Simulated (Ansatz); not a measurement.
Re (hcp, Mg type), conventional cell a = 2.7579 Å, b = 2.7579 Å, c = 4.4628 Å, α = 90.00°, β = 90.00°, γ = 120.00°. The calculation uses the primitive cell of 2 atoms, to which meshes and values per cell refer.

Equation-of-state scan: isotropic scaling of the cell above, V₀ being its volume. Symmetry pins the atoms to their sites.

Method: r2SCAN (plane waves to 500 eV, PAW, scalar-relativistic; Ansatz, a first-principles code). k mesh 20×20×11 (Γ-centred), Fermi-Dirac smearing 0.05 eV. Energies are smeared free energies. Compression counts positive. With the shape held, the modulus is that of even scaling; a crystal free to change shape is softer. Re is run without spin polarisation. Re was relaxed with its symmetry unable to fall. Spin-orbit coupling is left out, though Re is heavy. ΔE is measured from the relaxed starting cell.

| V (Å³/cell) | ΔE (eV/atom) | P (GPa) |
|---|---|---|
| 24.69 | 0.620 | 98.3 |
| 25.48 | 0.408 | 75.6 |
| 26.26 | 0.248 | 55.9 |
| 27.04 | 0.132 | 38.8 |
| 27.83 | 0.056 | 24.0 |
| 28.61 | 0.013 | 11.2 |
| 29.40 | 0.000 | 0.0 |
| 30.18 | 0.012 | -9.7 |
| 30.96 | 0.046 | -18.0 |
| 31.75 | 0.099 | -25.2 |
| 32.53 | 0.169 | -31.5 |
| 33.32 | 0.253 | -36.8 |
| 34.10 | 0.348 | -41.4 |

Key numbers:

- Pressure at the smallest volume: 98.3 GPa
- Energy cost of the largest compression: 620 meV/atom
- Energy cost of the largest expansion: 348 meV/atom
- Bulk modulus at fixed cell shape B₀ (third-order Birch-Murnaghan fit): 387 GPa
- Pressure derivative B₀′ (fit): 4.3
- Equilibrium volume of the fit: 14.70 Å³/atom
- Pressure for 5 % compression (fit): 22.2 GPa

The 13 points together took about 4 core-minutes (a rough figure).

(A scan under strain: stresses follow from slopes of the energy per volume, elastic moduli from its curvatures.)
